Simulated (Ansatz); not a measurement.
# Te2P3 in Ansatz, settings compared

Run with:

```bash
ansatz run input.yaml --threads 1 --pin off --max-ram 2560MiB --backend cpu --events-out ev --progress --plain --runs-dir out
```

input.yaml:

```yaml
crystal:
  lattice:
    - [-4.500441, 0.0, 4.205889]
    - [4.500441, 0.0, 4.205889]
    - [0.0, 6.828851, 4.205889]
  atoms:
    - { symbol: Te, position: [0.718, 0.282, 0.0] }
    - { symbol: Te, position: [0.282, 0.718, 0.0] }
    - { symbol: Te, position: [0.75, 0.25, 0.5] }
    - { symbol: Te, position: [0.25, 0.75, 0.5] }
    - { symbol: P, position: [0.1333, 0.1333, 0.147] }
    - { symbol: P, position: [0.2803, 0.2803, 0.853] }
    - { symbol: P, position: [0.8667, 0.8667, 0.853] }
    - { symbol: P, position: [0.7197, 0.7197, 0.147] }
    - { symbol: P, position: [0.8519, 0.8519, 0.2962] }
    - { symbol: P, position: [0.1481, 0.1481, 0.7038] }
  symmetry: { tolerance: 0.0003 }
kpoints:
  mp_grid: { grid: [3, 3, 3], shift: [0, 0, 0] }
magnetization:
  spin_polarized: false
scf:
  occupations: { method: fermi_dirac, width: 0.0887 }
hamiltonian:
  pseudopotentials: { kind: paw }
  xc: pbe
total_charge: -1
basis:
  ecutwfc: 420
output:
  forces: true
  stress: true
  eigenvalues: true
  write_density: true
  write_potential: true
  elf: true
  volumetric_format: npy
```

Origin of the cell: a known structure type with other elements, at an estimated volume, so it need not be a known compound.

Output of this run (shortened):

```
Pseudopotentials: kind: paw
Pseudopotential: Te, paw, valence charge 16, recommended cutoff 420 eV (normal), Te.paw.azcp
Pseudopotential: P, paw, valence charge 5, recommended cutoff 420 eV (normal), P.paw.azcp
Functional definition: PBE
  exchange = pbe_x(kappa = kappa, mu = beta*pi^2/3)
  correlation = pbe_c(beta = beta)
Crystal: 10 atoms, lattice volume = 258.518 Å³
Basis set: ecut = 420 eV, 5039 PW (Γ), exchange–correlation on 90×90×108 points (8 copies of the dense FFT grid, shifted against one another)
Bands: 58, of which v1, the nominal top of the filled ones, is band 48 counted from 1 (47 counted from 0)
Symmetry: 8 space group operations
Space group: Fmmm (ITA 69), of the structure as read, at distance tolerance 1.9e-3 Å
k-points: 8 of 27
[… 4 lines left out …]
Initial density: superposition of atomic densities (neutral atoms scaled as one to the charged cell's electrons: chi_scale 0, normalization atom), corrected by the library's trained network
Functional: x = pbe(κ = 0.804, μ = 0.219515), c = pbe(β = 0.066725)
SCF iter   1: F=—  HF=-32439.927052 eV  Δρ=1.86e-2  dr2=1.73e0
SCF iter   2: F=—  HF=-32439.429776 eV  Δρ=9.90e-3  dr2=3.89e-1  defer=3
SCF iter   3: F=—  HF=-32439.301761 eV  Δρ=2.87e-3  dr2=5.54e-2  defer=3
SCF iter   4: F=—  HF=-32439.289976 eV  Δρ=1.10e-3  dr2=7.28e-3  defer=3
SCF iter   5: F=—  HF=-32439.288282 eV  Δρ=2.95e-4  dr2=3.26e-4  defer=3
SCF iter   6: F=—  HF=-32439.288329 eV  Δρ=5.69e-5  dr2=1.71e-5  defer=3
SCF iter   7: F=—  HF=-32439.288328 eV  Δρ=1.43e-5  dr2=1.36e-6  defer=3
SCF iter   8: F=-32439.288328 eV  HF=-32439.288328 eV  Δρ=5.31e-6  dr2=9.60e-8
SCF 1 converged in 8 iterations: F = -32439.288328 eV  dr2 = 9.60e-8
SCF converged after 8 iterations
Free energy (F): -32439.288328 eV
Harris-Foulkes:  -32439.288328 eV  (|F-HF|=7.90e-8)
Internal energy: -32439.070920 eV  (E = F + TS)
E sigma→0 (E₀):  -32439.179624 eV
Entropy (-TS):   -0.217408 eV (-21.741 meV/atom)
Fermi energy:    7.314419 eV
--- Per-component energies (eV) ---
  E_band       = -1086.930668
  E_kinetic    = 1159.358230
  E_local      = -6049.594400  (includes V_loc(G=0)·N_el)
  E_nonlocal   = -1033.490309
  E_hartree    = 3594.845366
  E_xc         = -872.578899
  E_vxc        = -789.220497  (∫ρ·V_xc dr)
  E_paw        = -22065.109265  (= ΣΔE_a)
  E_vpaw       = -1563.664281  (= ΣTr[D̂ρ^β])
  E_aug_tail   = -0.000716  (compensation charges beyond the density's cutoff)
  E_ewald      = -7172.500927
  E_smearing   = -0.217408  (= −TS)
  E_deformation_potential = -12.730723  (in the stress; not in F)
  Σ components = -32439.288328   (vs F -32439.288328, Δ=0.00e0)
--- Forces (eV/Å), atoms counted from 1 ---
  atom   1  Te     0.331183     0.000000    -0.000000
  atom   2  Te    -0.331183    -0.000000     0.000000
[… 3 lines left out …]
  atom   6  P     -0.000000    -1.465786     2.818893
  atom   7  P      0.000000    -1.465786    -2.818893
  atom   8  P      0.000000     1.465786    -2.818893
  atom   9  P     -0.000000     3.141562    -0.000000
  atom  10  P      0.000000    -3.141562     0.000000
  max |Σ_I F_I| component: 4.44e-16 eV/Å
--- Stress (GPa, compression-positive) ---
       -2.755921      -0.000000      -0.000000
       -0.000000       7.933129      -0.000000
       -0.000000      -0.000000       9.327974
  P = ⅓ Tr σ = 4.8351 GPa (48.351 kbar)
```

The same input was run again with these changes:

1. `hamiltonian.dispersion` default → d4
2. `scf.occupations.method` fermi_dirac → methfessel_paxton; `scf.occupations.width` 0.0887 → 0.001; `scf.initial_density.chi_scale` default → 0.3
3. `kpoints.mp_grid.grid` [3, 3, 3] → [1, 1, 1]; `scf.occupations.width` 0.0887 → 0.15; `total_charge` -1 → 0
4. `hamiltonian.xc` pbe → rpbe

```csv
run,end,SCF iterations,P (GPa),max force component (eV/Å),moment (μB),ΔE(σ→0) (meV/atom)
base,converged,8,–,3.142,–,0
1,converged,8,–,3.123,–,–
2,converged,15,–,3.174,–,0.71
3,converged,9,3.37,4.338,–,–
4,converged,9,–,3.229,–,–
```

Energies are compared only where functional, datasets, charge and starting cell are the same.

Not properties of the system: run 3 (too coarse or loose: `kpoints.mp_grid.grid` = [1, 1, 1]).

Caveats of the base run: charged cell with a uniform background, whose pressure depends on convention; no moments, though an odd count or open d shells may carry them; no spin-orbit coupling, though heavy elements are present; the k mesh is coarse if the cell is a metal.

Run 4: forces of this functional can be a tenth off on datasets made under PBE.

The base run took 14 s on 1 thread of Intel(R) Xeon(R) Platinum 8259CL CPU @ 2.50GHz (Skylake/Cascade Lake) (shared host), peak memory 0.62 GiB, from the program's own first density.
